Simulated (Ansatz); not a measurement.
Li$_{2}$ZrN$_{2}$ in space group P-3m1 (No. 164; Li on 2d, Zr on 1a, N on 2d), r²SCAN (plane waves, PAW; program Ansatz). The conduction-band minimum lies at L, with 3 equivalent valleys. Second derivatives d²E/dk² of the lowest band at one valley (eV·Å²), along Cartesian directions:

| direction | d²E/dk² |
|---|---|
| [100] | 22.37 |
| [010] | 5.056 |
| [001] | 2.243 |
| [110] | 13.72 |
| [101] | 12.31 |
| [011] | 3.016 |

Problem. Find the principal effective masses, the density-of-states mass and the conductivity mass.

Solution. Off-diagonal terms follow from H_xy = H[110] − (H_xx + H_yy)/2, and m*/mₑ = 7.620 eV·Å² over each eigenvalue: 0.34, 1.5, 3.6. One valley's DOS mass (m₁m₂m₃)^(1/3) = 1.2, conductivity mass 3/(Σ 1/mᵢ) = 0.77 mₑ.

Problem. What effective density of states Nc follows at 300 K for parabolic valleys?

Solution. Nc = 2.509e19 × 3 × (1.2)^(3/2) ≈ 9.9e19 cm⁻³.

The workflow started from a Materials Project entry (that database holds measured and hypothetical structures alike); the Crystallography Open Database copy checked does not list it. Its standing as an ambient phase is unchecked. Symmetry was held in the r²SCAN relaxation; its stability against distortions is not shown here. The run is not spin-polarised. Spin–orbit coupling is left out wherever it is not named.

Potentials: the later of the program's two PAW sets.

Edges and masses are those of Kohn–Sham bands, whose gap is no quasiparticle gap.
